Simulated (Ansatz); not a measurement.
Hf₂SiN in space group P6_3/mmc (No. 194; Si on 2d, Hf on 4f, N on 2a) at seven volumes, DFT-PBE in the program Ansatz with PAW potentials, shape and atoms relaxed at each. One row is withheld.

```tsv
V (Å³/atom)	P (GPa)
13.610	19.99
14.059	12.29
14.507	5.69
14.956	0.01
15.405	-4.85
15.854	?
16.302	-12.53
```

Problem. Fit the shown pressures and predict the withheld one.

Solution. P = (3/2)B₀(x^(7/2) − x^(5/2))[1 + (3/4)(B′ − 4)(x − 1)] with x = (V₀/V)^(2/3). Least squares on the six rows gives V₀ = 14.958 Å³/atom, B₀ = 174 GPa, B′ = 4.15. At V = 15.854, x = 0.9620 and P = -8.97 GPa. The run itself gave -9.00 GPa.

The start of the workflow was typed in or built on a structure type; neither database checked (COD, Materials Project) lists it. Whether it is the stable phase at ambient conditions was not checked. The cell was relaxed with PBE under the symmetry of its start; whether a distortion lowers the energy is not shown. The run is not spin-polarised. Scalar-relativistic: spin–orbit coupling is off unless named, which matters more the heavier the elements.

Potentials: the earlier of the program's two PAW sets.
